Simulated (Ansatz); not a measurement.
SnAu (NiAs type, space group No. 194) at seven volumes, r²SCAN in the plane-wave PAW code Ansatz, shape and atoms relaxed at each. One row is withheld.

| V (Å³/atom) | P (GPa) |
|---|---|
| 20.961 | 10.14 |
| 21.652 | 6.10 |
| 22.343 | 2.76 |
| 23.034 | 0.00 |
| 23.725 | -2.30 |
| 24.416 | ? |
| 25.107 | -5.84 |

Task: Fit the shown pressures and predict the withheld one.

Result: P = (3/2)B₀(x^(7/2) − x^(5/2))[1 + (3/4)(B′ − 4)(x − 1)] with x = (V₀/V)^(2/3). Least squares on the six rows gives V₀ = 23.032 Å³/atom, B₀ = 84.4 GPa, B′ = 5.14. At V = 24.416, x = 0.9618 and P = -4.24 GPa. The run itself gave -4.23 GPa.

Space group P6_3/mmc (NiAs type). The workflow started from a Materials Project entry (that database holds measured and hypothetical structures alike); the Crystallography Open Database files this formula in space group No. 194, but the cells were not matched. Its standing as an ambient phase is unchecked. Symmetry was held in the r²SCAN relaxation; of distortions, only those at the zone centre were tested. Scalar-relativistic: spin–orbit coupling is off unless named, which matters more the heavier the elements.

Potentials: the later of the program's two PAW sets.
